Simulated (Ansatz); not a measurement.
NaMo3Se3 in space group P6_3/m (No. 176; Na on 2c, Mo on 6h, Se on 6h) under volume change, PBEsol in the plane-wave PAW code Ansatz, shape and atoms relaxed at each volume.

| V (Å³/atom) | E − E(relaxed) (meV/atom) | P (GPa) |
|---|---|---|
| 18.636 | 21.1 | 4.20 |
| 19.251 | 8.5 | 2.44 |
| 19.865 | 1.9 | 1.06 |
| 20.480 | 0.0 | -0.06 |
| 21.094 | 1.6 | -0.81 |
| 21.708 | 5.9 | -1.46 |
| 22.323 | 12.2 | -1.85 |

Problem. What does a third-order Birch–Murnaghan fit give for V₀, B₀ and B′?

Solution. V₀ = 20.46 Å³/atom, B₀ = 31.0 GPa, B′ = 8.2.

The workflow started from a Materials Project entry (that database holds measured and hypothetical structures alike); the Crystallography Open Database copy checked does not list it. Its standing as an ambient phase is unchecked. Symmetry was held in the PBEsol relaxation; of distortions, only those at the zone centre were tested. The run is not spin-polarised.

Potentials: the later of the program's two PAW sets.
